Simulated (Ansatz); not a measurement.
SnGe:
```
SnGe
1.0
    4.00736     0.00000     0.00000
   -2.00368     3.47048     0.00000
    0.00000     0.00000     3.62600
Sn Ge
1 1
Direct
  0.00000   0.00000   0.00000
  0.66667   0.33333   0.50000
```

Relaxed with PBE. Special points in fractions of this cell's reciprocal vectors: Γ (0.000, 0.000, 0.000); M (0.500, 0.000, 0.000); K (0.333, 0.333, 0.000); A (0.000, 0.000, 0.500); L (0.500, 0.000, 0.500); H (0.333, 0.333, 0.500).

Problem. List the band energies nearest the Fermi level at these points for PBE (plane waves, PAW; program Ansatz).

Solution. In eV from the Fermi level; about four levels below and three above (degenerate sets whole), none deeper than 8.9 eV; points with the same levels are listed once.

```tsv
k	below	above
Γ	-1.84 -0.40	0.02 0.02 3.54 3.54
M	-7.47 -1.84 -0.05	1.69 4.16 4.71
K	-8.70 -7.83 -4.17	2.34 3.60 3.73
A	-8.27	2.00 2.00 2.71
L	-7.37 -6.10 -3.88 -3.79	0.95 1.63 3.39
H	-3.85 -3.84 -1.14 -0.98	7.26 8.20 9.42
```

Space group P-6m2. A made-up cell: these elements were put on the sites of a structure type; neither database checked (COD, Materials Project) lists it. Its standing as an ambient phase is unchecked. Symmetry was held in the PBE relaxation; its stability against distortions is not shown here. Spin–orbit coupling is left out wherever it is not named.

Potentials: the earlier of the program's two PAW sets.
